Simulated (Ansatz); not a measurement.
Thermal properties of SiGe₃ from its phonons

Method: Ansatz, DFT PBE, scalar-relativistic, plane waves, PAW. Cutoff 420 eV, 10×10×6 k-points (Γ-centred), Gaussian smearing of 0.01 eV. No spin polarisation. Phonons by linear response, acoustic sum rule imposed.

The cell, relaxed at this level:
```
Si Ge
1.0
     4.01400    0.00000    0.00000
     0.00000    4.01400    0.00000
     0.00000    0.00000    5.67642
Si Ge
1 3
Direct
  0.50000 0.50000 0.50000
  0.00000 0.00000 0.00000
  0.50000 0.00000 0.74354
  0.00000 0.50000 0.25646
```

The cell was found from a structure generator's guess, not taken from experiment. Some empty bands missed the eigensolver's threshold. The q mesh is coarse, so values between its points are rough.

Force constants from linear response on a 2×2×1 q mesh, interpolated to a fine mesh.

Q: What is the zero-point energy per atom?

A: 39.7 meV.

Q: How large are the vibrational entropy and heat capacity at 300 K?

A: S = 3.59 k_B and C_V = 2.70 k_B per atom, 90 % of the Dulong–Petit value.

Q: Tabulate them against temperature.

A:
```csv
T (K),F_vib (meV/atom),S (k_B/atom),C_V (k_B/atom)
100,35.9,1.15,1.55
200,19.7,2.55,2.41
300,-6.9,3.59,2.70
400,-41.4,4.38,2.82
500,-82.0,5.02,2.89
600,-127.6,5.55,2.92
700,-177.5,6.00,2.94
800,-230.9,6.40,2.95
900,-287.6,6.74,2.96
1000,-347.0,7.06,2.97
```
